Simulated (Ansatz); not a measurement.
Single point in Ansatz 0.2.0 with LDA, no spin polarisation. Cutoff 420 eV, PAW datasets, 7×7×7 Γ-centred k mesh, fermi-dirac filling (width 0.1 eV).

Computed maps in the lattice plane spanned by a (left to right, 6.32 Å, 19 points from zero) and b (bottom to top, 6.32 Å, 19 points from zero), 60° apart, at height 0.000 along c. The fields are smooth PAW ones with compensation charges, not the true ones near nuclei.

Valence density. Digits on a logarithmic scale: 0 up to 0.03 e/Å³, each further digit a factor of 1.6, 9 from 1.3 e/Å³ up:
```
0001235799999753210
0001124579999754211
1111223457888754322
2212234445666654443
4322345555555555555
6543456777654456777
9754457999865456899
9975457999986556899
9997557999998656899
9998656899999755799
9998655689999754579
9998654568999754457
6777654456777654345
4555555555555543223
2344456666544432212
1223457888754322111
0112457999975421100
0012357999997532100
0001246999999642100
```

Question: The cell is K3Bi3P2. Which atoms lie within 0.2 Å of this plane, and where (fractions of a and b)?

Answer: Bi at (0.50, 0.50), Bi at (0.00, 0.50), Bi at (0.50, 0.00). The whole cell:
```xyz
8
Lattice="3.1598 5.4729 0.0000 -3.1598 5.4729 0.0000 0.0000 -3.6486 7.3396" Properties=species:S:1:pos:R:3 pbc="T T T"
P     0.0000    7.2972    1.6896
P     0.0000    0.0000    5.6501
Bi    0.0000    5.4729    0.0000
Bi   -1.5799    2.7364    0.0000
Bi    1.5799    2.7364    0.0000
K     0.0000    3.6486    3.6698
K     0.0000    0.0000    2.0368
K     0.0000    7.2972    5.3029
```

Origin: a known structure type with other elements, at an estimated volume, so it need not be a known compound. Caveats: many states at the Fermi level without spin polarisation, so a magnetic state may lie lower; atoms or cell far from equilibrium.
